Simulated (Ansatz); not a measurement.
CrAgS$_{2}$ in space group R3m (No. 160; Cr on 3a, Ag on 3a, S on 3a, S on 3a) at seven volumes, DFT-PBEsol in the program Ansatz with PAW potentials, shape and atoms relaxed at each. One row is withheld.

```tsv
V (Å³/atom)	P (GPa)
15.864	10.07
16.387	6.26
16.910	2.89
17.433	0.00
17.956	-2.47
18.479	-4.57
19.002	?
```

**Question.** Fit the shown pressures and predict the withheld one.

**Answer.** Third-order Birch–Murnaghan: P = (3/2)B₀(x^(7/2) − x^(5/2))[1 + (3/4)(B′ − 4)(x − 1)] with x = (V₀/V)^(2/3). Least squares on the six rows gives V₀ = 17.437 Å³/atom, B₀ = 88.63 GPa, B′ = 3.92. At V = 19.002, x = 0.9443 and P = -6.44 GPa. The run itself gave -6.36 GPa.

The first step of the workflow began from a Materials Project structure, measured or hypothetical; the Crystallography Open Database files this formula in space group No. 160, but the cells were not matched. Its standing as an ambient phase is unchecked. Symmetry was held in the PBEsol relaxation; its stability against distortions is not shown here. Magnetic state: ferromagnetic, chosen from 2 collinear starts compared on coarse meshes (ties went to the first, and starts can fall back to one state), not a proven ground state. No Hubbard U is applied.

Potentials: the later of the program's two PAW sets.
